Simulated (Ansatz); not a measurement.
An Ansatz input:

```yaml
crystal:
  lattice:
    - [3.7627835811, 0.0, 0.0]
    - [-1.8813917906, 3.2586661702, 0.0]
    - [0.0, 0.0, 7.4083248321]
  atoms:
    - { symbol: Se, position: [0.0, 1.0, 0.0] }
    - { symbol: Se, position: [0.0, 1.0, 0.5] }
    - { symbol: Se, position: [0.3333333333, 0.6666666667, 0.25] }
    - { symbol: Se, position: [0.6666666667, 0.3333333333, 0.75] }
hamiltonian:
  xc: lda
  pseudopotentials:
    kind: paw
    azcp:
      Se: "pseudopotentials/Se.paw.azcp"
basis:
  ecutwfc: 420
  fft_grid_basis: typed
kpoints:
  mp_grid: { grid: [11, 11, 5], shift: [0, 0, 0] }
magnetization:
  spin_polarized: false
scf:
  occupations: { method: fermi_dirac, width: 0.1 }
  lower_state_search: "off"
output:
  stress: true
```

and its output:

```
Warning: the record states the generating functional pbe (its physics header spells it `PBE`), which answers neither for hamiltonian.xc's functional nor for the lda family's — results may be inconsistent (PPs are generated against a specific XC)
Engine: ansatz 0.2.0, x86_64-unknown-linux-gnu
Pseudopotentials: kind: paw
Pseudopotential: Se, paw, valence charge 16, recommended cutoff 420 eV (normal) 
Functional definition: SPW92
  exchange = slater_x
  correlation = pw_c
Crystal: 4 atoms, lattice volume = 90.838 Å³
Basis set: ecut = 420 eV, 1765 PW (Γ)
Bands: 37, of which v1, the nominal top of the filled ones, is band 32 counted from 1 (31 counted from 0)
Symmetry: 24 space group operations
Space group: P63/mmc (ITA 194), of the structure as read, at distance tolerance 4.5e-5 Å
k-points: 48 of 605
Non-local potential: Se, projectors of the file, l = 0: 2, l = 1: 2, l = 2: 3, l = 3: 1
PAW form: soft (Blöchl's): semilocal exchange-correlation on the pseudo side does not see the compensation charge
PAW frozen core: Se, regenerated for the run's functional, and the local potential with it (the file was generated under x = pbe(κ = 0.804, μ = 0.2195149727645171), c = pbe(β = 0.06672455060314922))
PAW one-centre angular grid: Se, 590 points (default); XC on 64 Gauss nodes
Initial density: superposition of atomic densities (neutral atoms: chi_scale 0, normalization atom), corrected by the library's trained network
Initial wavefunctions: pseudopotential atomic-orbital guess
Functional: x = slater, c = lda
SCF iter   1: F=—  HF=-21532.158304 eV  |F-HF|=—  |Δ(HF+E_count)|=         —  Δρ=4.49e-3  dr2=7.52e-3  ethr=1.77e-3  ⟨swp⟩=6.1  Hψ=6289  notcnv=0
SCF iter   2: F=—  HF=-21532.155373 eV  |F-HF|=—  |Δ(HF+E_count)|=   2.93e-3  Δρ=3.67e-4  dr2=8.48e-5  ethr=1.17e-5  ⟨swp⟩=2.0  Hψ=3687  notcnv=0
SCF iter   3: F=—  HF=-21532.155241 eV  |F-HF|=—  |Δ(HF+E_count)|=   1.32e-4  Δρ=1.20e-4  dr2=1.48e-5  ethr=1.32e-7  ⟨swp⟩=2.1  Hψ=3402  notcnv=0
SCF iter   4: F=—  HF=-21532.155204 eV  |F-HF|=—  |Δ(HF+E_count)|=   3.71e-5  Δρ=3.34e-5  dr2=7.03e-7  ethr=2.32e-8  ⟨swp⟩=2.0  Hψ=3334  notcnv=0
iter 5 did not close the SCF: its close was put off for the readings that it lacked (scf_convergence_deferred on its scf_iter line)
SCF iter   5: F=-21532.155204 eV  HF=-21532.155204 eV  |F-HF|=1.11e-8  |Δ(HF+E_count)|=   1.39e-7  Δρ=5.70e-6  dr2=3.36e-8  ethr=1.10e-9  ⟨swp⟩=2.3  Hψ=2254  notcnv=0
SCF iter   6: F=-21532.155204 eV  HF=-21532.155204 eV  |F-HF|=1.86e-10  |Δ(HF+E_count)|=   4.36e-9  Δρ=9.81e-7  dr2=5.92e-10  ethr=5.25e-11  ⟨swp⟩=2.9  Hψ=5909  notcnv=0
SCF 1 converged in 6 iterations: F = -21532.155204 eV  dr2 = 5.92e-10
SCF converged after 6 iterations
Free energy (F): -21532.155204 eV
Harris-Foulkes:  -21532.155204 eV  (|F-HF|=1.86e-10)
Internal energy: -21532.078881 eV  (E = F + TS)
E sigma→0 (E₀):  -21532.117043 eV
Entropy (-TS):   -0.076323 eV (-19.081 meV/atom)
Fermi energy:    9.355279 eV
--- Per-component energies (eV) ---
  E_band       = -1503.722881
  E_kinetic    = 467.422527
  E_local      = -9008.341720  (includes V_loc(G=0)·N_el)
  E_nonlocal   = -2350.021535
  E_hartree    = 4465.456246
  E_xc         = -411.123397
  E_vxc        = -389.582734  (∫ρ·V_xc dr)
  E_paw        = -7311.535954  (= ΣΔE_a)
  E_vpaw       = 845.890193  (= ΣTr[D̂ρ^β])
  E_aug_tail   = -0.002431  (compensation charges beyond the density's cutoff)
  E_ewald      = -7392.802067
  E_core_change = 8.869449  (= ΣΔE_core)
  E_smearing   = -0.076323  (= −TS)
  E_closure    = 0.000000  (closes the sum)
  Σ components = -21532.155204   (vs F -21532.155204, Δ=0.00e0)
--- Stress (GPa, compression-positive) ---
       -4.808766      -0.000000       0.000000
       -0.000000      -4.808766       0.000000
        0.000000       0.000000      -6.236220
  P = ⅓ Tr σ = -5.2846 GPa (-52.846 kbar)
```
